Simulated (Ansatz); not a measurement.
# Data sheet: Cs (DFT)

Cs:
```yaml
crystal:
  lattice:
    - [5.34064, 0.00000, 0.00000]
    - [-2.67032, 4.62513, 0.00000]
    - [0.00000, 0.00000, 8.82671]
  atoms:
    - { symbol: Cs, position: [0.33333, 0.66667, 0.25000] }
    - { symbol: Cs, position: [0.66667, 0.33333, 0.75000] }
```

Space group P6_3/mmc (No. 194), hcp (Mg type); conventional cell a = b = 5.3406 Å, c = 8.8267 Å, α = β = 90.00°, γ = 120.00°.

Method: plane-wave PAW PBEsol (Ansatz code). Geometry: relaxed at this level of theory. Other levels are named where they apply.

**Cell and energy**

- Volume per atom = 109.02 Å³
- Density = 2.02 g/cm³

**Electronic structure**

- Electronic character: metallic (no gap)
- Density of states at the Fermi level: 1.4 states/eV per atom (mean over ±0.08 eV)

The workflow started from a Materials Project entry (that database holds measured and hypothetical structures alike); the Crystallography Open Database copy checked does not list it. It is not the phase usual at ambient conditions (space group No. 229). The cell was relaxed with PBEsol under the symmetry of its start; its stability against distortions is not shown here. Axis ratios of metals converge slowly with the k-mesh, so a and c are less sure than the volume. Spin–orbit coupling is left out wherever it is not named.

Potentials: the later of the program's two PAW sets.
